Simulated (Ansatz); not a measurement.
PbS:
```
CELL_PARAMETERS angstrom
      0.00000     2.96701     2.96701
      2.96701     0.00000     2.96701
      2.96701     2.96701     0.00000
ATOMIC_POSITIONS crystal
  Pb 0.00000 0.00000 0.00000
  S  0.50000 0.50000 0.50000
```

Relaxed with PBE+D3(BJ). Special points in fractions of this cell's reciprocal vectors: Γ (0.000, 0.000, 0.000); X (0.500, 0.000, 0.500); U (0.625, 0.250, 0.625); K (0.375, 0.375, 0.750); L (0.500, 0.500, 0.500); W (0.500, 0.250, 0.750).

**Question.** List the band energies nearest the valence-band maximum at these points for PBE+D3(BJ) with spin–orbit coupling in the plane-wave PAW code Ansatz.

**Answer.** In eV from the valence-band maximum; about four levels below and three above (degenerate sets whole), none deeper than 8.9 eV; points with the same levels are listed once.

```json
[
 {"k": "Γ", "below": "-2.04 -2.04 -2.04 -2.04", "above": "3.53 3.53 6.05 6.05 6.05 6.05"},
 {"k": "X", "below": "-3.56 -3.56 -3.24 -3.24", "above": "3.98 3.98 4.54 4.54"},
 {"k": "U", "below": "-2.94 -2.94 -2.39 -2.39", "above": "3.02 3.02 4.19 4.19"},
 {"k": "L", "below": "-1.73 -1.73 0.00 0.00", "above": "0.09 0.09 1.67 1.67"},
 {"k": "W", "below": "-4.23 -4.23 -0.97 -0.97", "above": "2.00 2.00 4.59 4.59"}
]
```

Space group Fm-3m (rock salt). Symmetry was held in the PBE+D3(BJ) relaxation.

Potentials: the later of the program's two PAW sets.
